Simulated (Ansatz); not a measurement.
Cd$_{5}$TeS$_{4}$:
```xyz
10
Lattice="-2.0884 2.0884 14.6055 2.0884 -2.0884 14.6055 2.0884 2.0884 -14.6055" Properties=species:S:1:pos:R:3 pbc="T T T"
Cd     0.0000     0.0000    23.6693
Cd     0.0000     0.0000     5.5416
Cd     0.0000     0.0000    17.3674
Cd     0.0000     0.0000    11.8435
Cd     0.0000     0.0000     0.0000
Te     0.0000     2.0884     7.3027
S      2.0884     0.0000     4.1485
S      2.0884     0.0000    10.4570
S      0.0000     2.0884     1.3815
S      0.0000     2.0884    13.2240
```

Relaxed with LDA. Special points in fractions of this cell's reciprocal vectors: Γ (0.000, 0.000, 0.000); X (0.000, 0.000, 0.500); P (0.250, 0.250, 0.250); N (0.000, 0.500, 0.000); M (0.500, 0.500, -0.500); S (0.255, 0.745, -0.255); S0 (-0.255, 0.255, 0.255); R (-0.010, 0.010, 0.500); G (0.500, 0.500, -0.010).

List the band energies nearest the valence-band maximum at these points for LDA in the plane-wave PAW code Ansatz.

In eV from the valence-band maximum; about four levels below and three above (degenerate sets whole), none deeper than 8.9 eV; points with the same levels are listed once.

```csv
k,below,above
Γ,-1.03 -1.03 -0.41 -0.01 -0.01,0.41 2.47 2.51
X,-2.57 -2.43 -2.34 -2.03,2.61 3.10 3.30
P,-2.60 -2.40 -2.36 -2.03,2.65 2.92 3.38
N,-1.52 -1.52 -1.20 0.00,2.02 2.57 2.64
M,-0.89 -0.89 -0.04 -0.04,1.35 1.39 2.67
S,-1.51 -1.39 -1.32 0.00,2.07 2.42 2.88
R,-2.56 -2.43 -2.34 -2.03,2.61 3.11 3.30
```

Space group I-4m2. The first step of the workflow began from a Materials Project structure, measured or hypothetical; the Crystallography Open Database copy checked does not list it. Whether it is the stable phase at ambient conditions was not checked. Symmetry was held in the LDA relaxation; whether a distortion lowers the energy is not shown. Scalar-relativistic: spin–orbit coupling is off unless named, which matters more the heavier the elements.

Potentials: the later of the program's two PAW sets.
